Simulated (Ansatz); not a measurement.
Data:

SiB:
```
CELL_PARAMETERS angstrom
      3.17357     0.00000     0.00000
     -1.58679     2.74839     0.00000
      0.00000     0.00000     5.83640
ATOMIC_POSITIONS crystal
  Si 0.33333 0.66667 0.35713
  Si 0.66667 0.33333 0.85713
  B  0.33333 0.66667 0.01786
  B  0.66667 0.33333 0.51786
```

This is the r²SCAN-relaxed structure.

Problem. All from plane-wave PAW r²SCAN (Ansatz code), unless another level is named. Predict the bulk modulus (Birch–Murnaghan fit).

Solution. 126 GPa.

Problem. Next, the highest zone-centre frequency?

Solution. 22.78 THz.

Space group P6_3mc (wurtzite). The workflow started from a Materials Project entry (that database holds measured and hypothetical structures alike); the Crystallography Open Database copy checked does not list it. Its standing as an ambient phase is unchecked. The cell was relaxed with r²SCAN under the symmetry of its start. At this level the phase is mechanically unstable. Its formation energy is positive at this level, so the cell may be metastable or incomplete. As this level gives no gap, phonon frequencies hold no LO–TO term and depend on the k-mesh and smearing (Fermi–Dirac, 0.1 eV here).

Potentials: the later of the program's two PAW sets.
